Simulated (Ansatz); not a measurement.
LaGaNi4:
```xyz
6
Lattice="5.1492 0.0000 0.0000 -2.5746 4.4593 0.0000 0.0000 0.0000 3.8455" Properties=species:S:1:pos:R:3 pbc="T T T"
La     0.0000     0.0000     0.0000
Ga     0.0000     2.9729     0.0000
Ni     2.5746     1.4864     0.0000
Ni     3.8370     2.2153     1.9227
Ni     2.5746     0.0287     1.9227
Ni     1.3122     2.2153     1.9227
```

Relaxed with r²SCAN. Special points in fractions of this cell's reciprocal vectors: Γ (0.000, 0.000, 0.000); M (0.500, 0.000, 0.000); K (0.333, 0.333, 0.000); A (0.000, 0.000, 0.500); L (0.500, 0.000, 0.500); H (0.333, 0.333, 0.500).

### Question
List the band energies nearest the Fermi level at these points for plane-wave PAW r²SCAN (Ansatz code).

### Answer
In eV from the Fermi level; about four levels below and three above (degenerate sets whole), none deeper than 8.9 eV; points with the same levels are listed once.

```tsv
k	below	above
Γ	-0.68 -0.47 -0.47 -0.05	0.76 0.80 0.80
M	-0.86 -0.73 -0.35 -0.31	1.04 1.45 1.69
K	-0.97 -0.74 -0.48 -0.32	1.05 1.48 2.22
A	-0.51 -0.51 -0.33 -0.05	0.34 0.34 2.59
L	-0.63 -0.58 -0.17 -0.16	0.95 1.24 2.33
H	-0.72 -0.29 -0.18 -0.16	0.19 1.62 2.68
```

Space group P-6m2. The workflow started from a Materials Project entry (that database holds measured and hypothetical structures alike); the Crystallography Open Database copy checked does not list it. With Ga and Ni taken as one species the cell has the higher symmetry P6/mmm, so it may be an ordered model of a mixed-site phase. Whether it is the stable phase at ambient conditions was not checked. The cell was relaxed with r²SCAN under the symmetry of its start; whether a distortion lowers the energy is not shown. The run is not spin-polarised. Spin–orbit coupling is left out wherever it is not named.

Potentials: the earlier of the program's two PAW sets.
